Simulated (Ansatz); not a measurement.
BiTe: how the energy converges with the cutoff

BiTe, Fm-3m, a = 6.470 Å. The structure is a COD entry; whether it is the stable form wasn't checked. Ansatz: PBE, PAW, cutoff varied, Γ-centred 12×12×12 mesh on 2 atoms, Gaussian smearing 0.10 eV; no spin polarisation. Single points at one geometry, the cutoff alone changed; ΔE is the energy at zero smearing over the run at 600 eV (runs within 0.3 meV/atom of it are left out). The runs up to 350 eV lie under the cutoff recommended for these PAW datasets.

| cutoff (eV) | ΔE (meV/atom) |
| --- | --- |
| 200 | 8251.21 |
| 250 | 933.27 |
| 300 | 74.75 |
| 350 | 4.22 |
| 420 | ? |

Assume ΔE falls exponentially with the cutoff, fit y = ln ΔE against x, the cutoff in eV, to the other rows, and predict the missing value.

y = 9.018, 6.839, 4.314, 1.440. Means x = 275.0, y = 5.4028; Σ(Δx)² = 12500, ΣΔxΔy = -631.5; the slope is their ratio. y = 19.30 − 0.05052 x, a factor of ten per 46 eV. At 420 eV this gives ΔE = 0.15 meV/atom. The run gave 1.20, a ratio of 0.12. Between neighbouring rows the decay runs from a factor of ten per 40 eV to one per 128 eV, so one exponential is only a rough guide. The fast fall gives way to a slow tail, so a fit to low cutoffs promises convergence too early.